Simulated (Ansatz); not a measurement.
Total density of states per atom from plane-wave PAW r²SCAN (Ansatz code), in 0.25 eV bins, energy from the Fermi level:

```csv
E (eV),states/eV/atom
-4.80,0.00
-4.55,0.03
-4.30,0.06
-4.05,0.09
-3.80,0.11
-3.55,0.14
-3.30,0.17
-3.05,0.22
-2.80,1.58
-2.55,2.15
-2.30,1.83
-2.05,1.20
-1.80,0.41
-1.55,0.88
-1.30,1.29
-1.05,2.11
-0.80,2.36
-0.55,2.65
-0.30,1.72
-0.05,1.41
0.20,1.92
0.45,1.09
0.70,1.43
0.95,1.95
1.20,0.95
1.45,0.60
1.70,0.56
1.95,1.12
2.20,1.19
2.45,0.94
2.70,0.74
2.95,1.31
3.20,0.87
3.45,0.32
3.70,0.58
3.95,0.68
4.20,0.79
4.45,1.01
4.70,0.81
```

Task: Which of these materials gives this?
(A) Nb2B3, Cmcm (Pearson symbol oS20)
(B) Nb5Si3, P6_3/mcm (Nb on 6g, Si on 6g, Nb on 4d)
(C) LuTl3, Cu3Au type
(D) Nb, diamond

Result: D, Nb, diamond. Within 0.5 eV of the Fermi level: Nb 4d 89 %, Nb 5s 8 %. Projections are on Löwdin-orthogonalised atomic valence shells; empty p or d shells of many metals are not among them.

Space group Fd-3m (diamond). The start of the workflow was typed in or built on a structure type; neither database checked (COD, Materials Project) lists it. It is not the phase usual at ambient conditions (space group No. 229). The cell was relaxed with r²SCAN under the symmetry of its start; whether a distortion lowers the energy is not shown. The run is not spin-polarised. Spin–orbit coupling is left out wherever it is not named.

Potentials: the later of the program's two PAW sets.
